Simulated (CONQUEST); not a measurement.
Set-up for a self-consistent single point of GaN (P6_3mc, 8 atoms in the cell; from Materials Project mp-804, changed as shown).

```
GaN
1.0
    3.23089     0.00000     0.00000
    0.00000     5.59607     0.00000
    0.00000     0.00000     5.26069
Ga N
4 4
Direct
  0.50000   0.16667   0.49908
  0.00000   0.33333   0.99908
  0.00000   0.66667   0.49908
  0.50000   0.83333   0.99908
  0.50000   0.16667   0.87592
  0.00000   0.33333   0.37592
  0.00000   0.66667   0.87592
  0.50000   0.83333   0.37592
```

Level of theory: PBE, numerical atomic orbitals double-zeta with polarisation (the shipped basis), PseudoDojo norm-conserving potentials made for PBE (CONQUEST).

CONQUEST settings:

basis: DZP
Diag.MPMeshX, Y, Z: 5 3 3
potentials: PseudoDojo norm-conserving PBE
Grid.GridCutoff: 175 Ha
DM.SolutionMethod: diagon
Diag.kT: 0.000367 Ha
Diag.GammaCentred: true
minE.SCTolerance: 1.0e-07
SC.MaxIters: 100
SC.LinearMixingFactor: 0.3
AtomMove.TypeOfRun: static

Results:

```
Property                                                  Value
------------------------------------------------  -------------
Number of valence electrons                                  72
Number of bands                                             124
Number of k-points after the program's reduction             23
Size of the basis                                           124
Number of SCF iterations                                      9
FFT grid                                           40 × 64 × 60
Free energy E − TS                                -9454.2672 eV
Pressure                                               1.33 GPa
```

Stress (GPa, positive for compression):
```
1.03  0.00  0.00
0.00  1.30  0.00
0.00  0.00  1.67
```

For comparison: a first run was changed to give this one (volume scaled by 1.04), and from it to this one the free energy goes down by 14.4 meV/atom and the pressure goes from 8.94 to 1.33 GPa.

The program uses no crystal symmetry, so grid and mesh can part values that symmetry would make equal. The atom-centred basis is finite, which shifts total energies and pressures against plane waves. The structure comes from a collection of computed structures, made at another level of theory; the collection holds predicted forms beside known ones.

Cost on one core: around 90 core-seconds (rough).
